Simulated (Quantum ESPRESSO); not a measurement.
# MoAgRu4Al2: input and log of a self-consistent run

Computed values, not a measurement. The program is pw.x of Quantum ESPRESSO 7.5 (plane-wave density functional theory). The cell is made up: eight metal atoms on a face-centred cubic lattice, with elements, volume, strain and displacements drawn at random and not relaxed, so it may be unstable or far from any real phase. PseudoDojo standard norm-conserving files set the functional (PBE unless stated); there is no spin polarisation or spin-orbit coupling, the Fermi-Dirac width of 0.25 eV means electrons at about 2900 K, and the masses in the input are unused placeholders. A spin test at this wide smearing found no moment, but such smearing suppresses magnetism that the real alloy may have.

Input:

```
&control calculation='scf', pseudo_dir='./dojo.nc.sr.pbe.v0_5.standard.upf', outdir='./o', disk_io='minimal', tprnfor=.true., tstress=.true. /
&system ibrav=0, nat=8, ntyp=4, nbnd=66, ecutwfc=87.97787729, nosym=.true., tot_charge=0,
 occupations='smearing', smearing='fd', degauss=0.0183746611
/
&electrons conv_thr=1.470e-08, electron_maxstep=70, mixing_beta=0.5 /
ATOMIC_SPECIES
Ag 1.0 Ag.upf
Al 1.0 Al.upf
Mo 1.0 Mo.upf
Ru 1.0 Ru.upf
CELL_PARAMETERS angstrom
-1.933 -3.9673 -1.9447
-3.8682 1.9539 2.0063
0.0753 3.924 -3.8781
ATOMIC_POSITIONS angstrom
Mo 0.0751 0.046 0.0079
Ag 0.0609 1.9583 -1.9136
Ru -1.9722 2.0111 0.0268
Ru -1.8209 3.7378 -1.9288
Ru -2.0136 0.0151 -1.7937
Ru -1.741 1.9986 -3.8427
Al -3.7971 0.0837 0.0526
Al -3.7984 2.0516 -1.9255
K_POINTS automatic
5 5 5 1 1 1
```

The log is shortened where brackets say so; the opening notice, blank lines, dates and the lines on written files are dropped, and the path of the files is cut. It prints rydbergs, bohrs and kilobars, and counts compression as positive stress. Its total energy is the free energy E - TS of the whole cell.

```
     Program PWSCF v.7.5
     Parallel version (MPI & OpenMP), running on       4 processor cores
     Number of MPI processes:                 4
     Threads/MPI process:                     1
     [start-up lines left out]
     bravais-lattice index     =            0
     lattice parameter (alat)  =       9.1135  a.u.
     unit-cell volume          =     800.2489 (a.u.)^3
     number of atoms/cell      =            8
     number of atomic types    =            4
     number of electrons       =       103.00
     number of Kohn-Sham states=           66
     kinetic-energy cutoff     =      87.9779  Ry
     charge density cutoff     =     351.9115  Ry
     scf convergence threshold =      1.5E-08
     mixing beta               =       0.5000
     number of iterations used =            8  plain     mixing
     Exchange-correlation= PBE
                           (   1   4   3   4   0   0   0)
     [axes and pseudopotential details left out]
   Cartesian axes
     site n.     atom                  positions (alat units)
         1        Mo     tau(   1) = (   0.0155724   0.0095384   0.0016381  )
         2        Ag     tau(   2) = (   0.0126279   0.4060642  -0.3967955  )
         3        Ru     tau(   3) = (  -0.4089465   0.4170126   0.0055571  )
         4        Ru     tau(   4) = (  -0.3775736   0.7750533  -0.3999473  )
         5        Ru     tau(   5) = (  -0.4175310   0.0031311  -0.3719335  )
         6        Ru     tau(   6) = (  -0.3610059   0.4144207  -0.7968049  )
         7        Al     tau(   7) = (  -0.7873495   0.0173557   0.0109069  )
         8        Al     tau(   8) = (  -0.7876191   0.4254105  -0.3992630  )
     number of k points=    63  Fermi-Dirac smearing, width (Ry)=  0.0184
                       cart. coord. in units 2pi/alat
        k(    1) = (  -0.1733550   0.0170533  -0.1104664), wk =   0.0320000
        k(    2) = (  -0.2071898   0.1097825  -0.2660080), wk =   0.0320000
     [further k points left out]
     Dense  grid:    89219 G-vectors     FFT dimensions: (  60,  54,  64)
     Estimated max dynamical RAM per process >     326.82 MB
     Estimated total dynamical RAM >       1.21 GB
     Initial potential from superposition of free atoms
     starting charge     102.9901, renormalised to     103.0000
     Starting wfcs are   68 randomized atomic wfcs
     total cpu time spent up to now is        8.4 secs
     per-process dynamical memory:   268.9 Mb
     Self-consistent Calculation
     iteration #  1     ecut=    87.98 Ry     beta= 0.50
     Davidson diagonalization with overlap
     ethr =  1.00E-02,  avg # of iterations =  5.4
     total cpu time spent up to now is       30.9 secs
     total energy              =   -1268.08597212 Ry
     estimated scf accuracy    <       1.19825443 Ry
     iteration #  2     ecut=    87.98 Ry     beta= 0.50
     Davidson diagonalization with overlap
     ethr =  1.16E-03,  avg # of iterations =  2.7
     total cpu time spent up to now is       51.2 secs
     total energy              =   -1268.26645050 Ry
     estimated scf accuracy    <       1.15069183 Ry
     iteration #  3     ecut=    87.98 Ry     beta= 0.50
     Davidson diagonalization with overlap
     ethr =  1.12E-03,  avg # of iterations =  2.0
     total cpu time spent up to now is       68.1 secs
     total energy              =   -1268.34965350 Ry
     estimated scf accuracy    <       2.00962197 Ry
     iteration #  4     ecut=    87.98 Ry     beta= 0.50
     Davidson diagonalization with overlap
     ethr =  1.12E-03,  avg # of iterations =  1.0
     total cpu time spent up to now is       83.2 secs
     total energy              =   -1268.50267838 Ry
     estimated scf accuracy    <       0.07969909 Ry
     iteration #  5     ecut=    87.98 Ry     beta= 0.50
     Davidson diagonalization with overlap
     ethr =  7.74E-05,  avg # of iterations =  3.6
     total cpu time spent up to now is      102.7 secs
     total energy              =   -1268.49610001 Ry
     estimated scf accuracy    <       0.33379802 Ry
     [iterations 6 to 12 left out]
     iteration # 13     ecut=    87.98 Ry     beta= 0.50
     Davidson diagonalization with overlap
     ethr =  4.98E-10,  avg # of iterations =  2.0
     total cpu time spent up to now is      242.9 secs
     total energy              =   -1268.52193175 Ry
     estimated scf accuracy    <       0.00000007 Ry
     iteration # 14     ecut=    87.98 Ry     beta= 0.50
     Davidson diagonalization with overlap
     ethr =  6.62E-11,  avg # of iterations =  2.3
     total cpu time spent up to now is      261.8 secs
     total energy              =   -1268.52193174 Ry
     estimated scf accuracy    <       0.00000014 Ry
     iteration # 15     ecut=    87.98 Ry     beta= 0.50
     Davidson diagonalization with overlap
     ethr =  6.62E-11,  avg # of iterations =  1.8
     total cpu time spent up to now is      278.0 secs
     total energy              =   -1268.52193176 Ry
     estimated scf accuracy    <       0.00000005 Ry
     iteration # 16     ecut=    87.98 Ry     beta= 0.50
     Davidson diagonalization with overlap
     ethr =  5.15E-11,  avg # of iterations =  1.0
     total cpu time spent up to now is      292.9 secs
     total energy              =   -1268.52193176 Ry
     estimated scf accuracy    <       0.00000002 Ry
     iteration # 17     ecut=    87.98 Ry     beta= 0.50
     Davidson diagonalization with overlap
     ethr =  1.91E-11,  avg # of iterations =  1.0
     total cpu time spent up to now is      307.7 secs
     End of self-consistent calculation
     [lines on levels left out]
!    total energy              =   -1268.52193176 Ry
     estimated scf accuracy    <          9.0E-09 Ry
     smearing contrib. (-TS)   =      -0.11740317 Ry
     internal energy E=F+TS    =   -1268.40452858 Ry
     The total energy is F=E-TS. E is the sum of the following terms:
     one-electron contribution =    -453.88218068 Ry
     hartree contribution      =     287.03856829 Ry
     xc contribution           =    -207.90879923 Ry
     ewald contribution        =    -893.65211697 Ry
     convergence has been achieved in  17 iterations
     Forces acting on atoms (cartesian axes, Ry/au):
     atom    1 type  3   force =    -0.02793313   -0.01689976   -0.01107475
     atom    2 type  1   force =     0.02651266    0.01323558    0.01436235
     atom    3 type  4   force =     0.04741542   -0.02934145    0.04130530
     atom    4 type  4   force =    -0.01258219    0.09301927    0.00493448
     atom    5 type  4   force =    -0.00480036   -0.00515531   -0.01775278
     atom    6 type  4   force =    -0.04161932   -0.02277367   -0.04494397
     atom    7 type  2   force =    -0.00282489   -0.01277427    0.00644799
     atom    8 type  2   force =     0.01583181   -0.01931040    0.00672138
     Total force =     0.146425     Total SCF correction =     0.000294
     Computing stress (Cartesian axis) and pressure
          total   stress  (Ry/bohr**3)                   (kbar)     P=        9.73
  -0.00010647  -0.00016288   0.00029651          -15.66      -23.96       43.62
  -0.00016288   0.00014661  -0.00033545          -23.96       21.57      -49.35
   0.00029651  -0.00033545   0.00015820           43.62      -49.35       23.27
     init_run     :      7.80s CPU      8.09s WALL (       1 calls)
     electrons    :    298.07s CPU    299.31s WALL (       1 calls)
     forces       :      2.53s CPU      2.55s WALL (       1 calls)
     stress       :      9.81s CPU      9.81s WALL (       1 calls)
     [timing details left out]
     PWSCF        :   5m18.51s CPU   5m20.16s WALL
     JOB DONE.
```

In other units: free energy -17259.120 eV for the cell, pressure 0.97 GPa, largest force component 2.392 eV/Å in size. The run took 322 s of wall time with four MPI processes on a shared machine (Intel Xeon, older, virtual cores), so the time is rough. A rerun of this cell at a higher cutoff and on a denser mesh moved values by no more than 0.006 eV in energy, 0.03 GPa in stress and 0.007 eV/Å in force, and a second program with other atomic files agreed on that cell to 2 % rms in force and 0.5 GPa in pressure.